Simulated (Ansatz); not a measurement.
Simulated powder pattern, Cu Kα1, λ = 1.54056 Å (kinematic, ideal powder, no thermal factors, no anomalous dispersion; the 30 strongest lines at most, above 1 %, up to 2θ = 90°):

```
2θ (°)  d (Å)  I/Imax (%)
------  -----  ----------
35.41   2.533         2.1
36.24   2.477         1.3
39.30   2.290          48
39.47   2.281         100
39.86   2.259          49
40.09   2.247         1.9
41.73   2.163          87
43.04   2.100         2.1
45.20   2.004         2.5
53.66   1.707          17
60.31   1.533          14
60.65   1.526          13
68.21   1.374         2.7
69.78   1.347         1.2
69.81   1.346          14
70.57   1.334          16
74.39   1.274          14
74.44   1.273          12
74.48   1.273         1.0
74.76   1.269          15
75.18   1.263          14
81.99   1.174         1.3
82.06   1.173         2.0
84.54   1.145         3.7
84.96   1.141         9.3
85.97   1.130         4.6
86.55   1.124         1.4
87.99   1.109         1.2
```

The pattern belongs to a structure relaxed with DFT-PBE in the program Ansatz with PAW potentials.

Task: Which of these materials gives this?
A. AlBRu3, cubic perovskite
B. NbP, Cmcm (P on 4c, Nb on 4c)
C. Si2Ru, P4_2/mnm (Ru on 2a, Si on 4f)
D. NbRu, P2/m (Nb on 2m, Nb on 1a, Ru on 1e, Ru on 2n)

Result: D, NbRu, P2/m (Nb on 2m, Nb on 1a, Ru on 1e, Ru on 2n)

Task: Give the lattice parameters.

Result: a = 4.610 Å, b = 3.067 Å, c = 6.952 Å, β = 102.8°.

The start of the workflow was typed in or built on a structure type; neither database checked (COD, Materials Project) lists it. COD files the formula under space group No. 123, 221. Whether it is the stable phase at ambient conditions was not checked. The cell was relaxed with PBE under the symmetry of its start; whether a distortion lowers the energy is not shown. No spin polarisation was allowed. Axis ratios of metals converge slowly with the k-mesh, so a and c are less sure than the volume.

Potentials: the later of the program's two PAW sets.
